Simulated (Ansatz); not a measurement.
Method: DFT PBE, scalar-relativistic, plane waves, PAW (Ansatz 0.2.0). All cells share a 420 eV cutoff and Γ-centred k meshes spaced at most about 0.3 Å⁻¹ (about 0.25 or finer for metals, 2π included). No spin polarisation in the final relaxations.

Temperature and zero-point effects are left out.

Compare these two cells of Ta2SiOF2, each relaxed at this level.

1.

```
CELL_PARAMETERS angstrom
3.65617 0.00000 0.00000
-1.82809 3.16634 0.00000
0.00000 0.00000 6.48267
ATOMIC_POSITIONS crystal
Ta 0.66667 0.33333 0.71183
Ta 0.33333 0.66667 0.28817
Si 0.00000 0.00000 0.00000
O 0.00000 0.00000 0.50000
F 0.66667 0.33333 0.28625
F 0.33333 0.66667 0.71375
```

2.

```
CELL_PARAMETERS angstrom
4.04700 0.00000 0.00000
0.00000 4.04700 0.00000
0.00000 0.00000 6.08967
ATOMIC_POSITIONS crystal
Ta 0.50000 0.00000 0.01302
Ta 0.00000 0.50000 0.01302
Si 0.00000 0.00000 0.26866
O 0.50000 0.50000 0.88555
F 0.00000 0.00000 0.54041
F 0.50000 0.50000 0.27794
```

**Question.** Which would you expect to be lower, and how large is the difference?

**Answer.** Cell 2 is lower, by 0.38 eV/atom. Cell 1 has space group P-3m1 (No. 164), 12.5 Å³/atom and no gap on its mesh; cell 2 has space group P4mm (No. 99), 16.6 Å³/atom and no gap. The shortest distance is 2.11 Å (Ta–F) in cell 1 and 1.65 Å (Si–F) in cell 2. In cell 1, around Ta lie 3 F at 2.11 Å, 3 O at 2.52 Å, 1 F at 2.76 Å and 3 Si at 2.82 Å; around Si lie 6 F at 2.81 Å and 6 Ta at 2.82 Å; O has 6 Ta at 2.52 Å and 6 F at 2.53 Å; F is surrounded by 3 Ta at 2.11 Å, 3 O at 2.53 Å, 1 Ta at 2.76 Å and 3 Si at 2.81 Å. In cell 2, around Ta lie 2 O at 2.17 Å, 2 Si at 2.55 Å, 2 F at 2.59 Å and 4 Ta at 2.86 Å; around Si lie 1 F at 1.65 Å, 4 Ta at 2.55 Å and 4 F at 2.86 Å; O is surrounded by 4 Ta at 2.17 Å and 1 F at 2.39 Å; around F on its first site lies 1 Si at 1.65 Å; 1 more site not described. Both come from invented guesses. A third cell relaxed alike, in P3m1, lies 157 meV/atom below the lower of the two.

Weakly bound directions are ill-defined at this level, which has no dispersion term (P4mm), and this can change margins and order among such cells. These runs have no spin–orbit coupling, which can matter for Ta. Cells relaxed within their symmetry can be saddle points.
